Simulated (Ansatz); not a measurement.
Crystals of one structure type (wurtzite) and one family of elements, relaxed and computed with PBEsol (plane waves, PAW; program Ansatz).

```json
[
 {"crystal": "InP", "K_Hill (GPa)": "66.7", "G_Hill (GPa)": "31.8"},
 {"crystal": "AlAs", "K_Hill (GPa)": "72.2", "G_Hill (GPa)": "38.1"},
 {"crystal": "GaP", "K_Hill (GPa)": "84.8", "G_Hill (GPa)": "?"},
 {"crystal": "AlP", "K_Hill (GPa)": "86.9", "G_Hill (GPa)": "44.0"},
 {"crystal": "BP", "K_Hill (GPa)": "170", "G_Hill (GPa)": "164"},
 {"crystal": "GaN", "K_Hill (GPa)": "189", "G_Hill (GPa)": "107"},
 {"crystal": "BN", "K_Hill (GPa)": "385", "G_Hill (GPa)": "389"}
]
```

Fit a straight line to ln G against ln K and predict the withheld value.

Least squares on the 6 shown rows: ln G = 1.41 × ln K + (-2.443), with a scatter of 18.6 %. For GaP this gives 45.5. The run itself gave 52.4, a miss of 13.2 % of that.

Not the usual ambient phase: InP, wurtzite; AlAs, wurtzite; GaP, wurtzite; AlP, wurtzite; BP, wurtzite. All cells were relaxed under the symmetry of their starts (and spin orders); stability against distortions was not tested throughout. Scalar-relativistic: spin–orbit coupling is off unless named, which matters more the heavier the elements.

Potentials: the later of the program's two PAW sets.
